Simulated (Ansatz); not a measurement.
CaTaS2: computed property card

CaTaS₂:
```
CELL_PARAMETERS angstrom
      3.37433     0.00000     0.00000
     -1.68716     2.92225     0.00000
      0.00000     0.00000    14.28618
ATOMIC_POSITIONS crystal
  S  0.33333 0.66667 0.63917
  Ta 0.00000 0.00000 0.75000
  S  0.33333 0.66667 0.86083
  Ca 0.00000 0.00000 0.00000
  S  0.66667 0.33333 0.13917
  Ta 0.00000 0.00000 0.25000
  S  0.66667 0.33333 0.36083
  Ca 0.00000 0.00000 0.50000
```

Space group P6_3/mmc (No. 194); conventional cell a = 3.3743 Å, b = 3.3743 Å, c = 14.2862 Å, α = 90.00°, β = 90.00°, γ = 120.00°.

Method: DFT-PBE+D3(BJ) in the program Ansatz with PAW potentials. Geometry: relaxed at this level of theory. Other levels are named where they apply.

### Cell and energy

* **Volume per atom**: 17.61 Å³
* **Density**: 6.72 g/cm³
* **Formation energy from the elements (no fitted shifts)**: -1.33 eV/atom

### Electronic structure

- Electronic character = metallic (no gap)
- Density of states at the Fermi level = 0.64 states/eV per atom (mean over ±0.08 eV)
- Gap with spin–orbit coupling = none (metallic)

### Mechanics

- Bulk modulus (Birch–Murnaghan fit) = 106 GPa
- Pressure derivative B′ = 5.0
- Elastic constants (relaxed ions, GPa) = C11 = 195, C12 = 60.9, C13 = 63.0, C33 = 202, C44 = 90.1
- Mechanical stability = stable (all eigenvalues of C positive)
- Hill bulk and shear moduli = 107 and 75.6 GPa
- Young's modulus = 184 GPa
- Poisson's ratio = 0.21
- Debye temperature from the elastic constants = 424 K

### Phonons

Highest zone-centre frequency: 348 cm⁻¹
Zone-centre stability: no imaginary mode at Γ

### Charges

- Bader charges = S -1.29, Ta +1.46, Ca +1.12 e

A made-up cell: these elements were put on the sites of a structure type; neither database checked (COD, Materials Project) lists it. Whether it is the stable phase at ambient conditions was not checked. The cell was relaxed with PBE+D3(BJ) under the symmetry of its start. No spin polarisation was allowed. As this level gives no gap, shear constants depend on the k-mesh and smearing (Fermi–Dirac, 0.1 eV here). As this level gives no gap, phonon frequencies hold no LO–TO term and depend on the k-mesh and smearing (Fermi–Dirac, 0.1 eV here). The references are the lowest solids computed at this level, not always the standard phases. Spin–orbit coupling is left out wherever it is not named.

Potentials: the later of the program's two PAW sets.
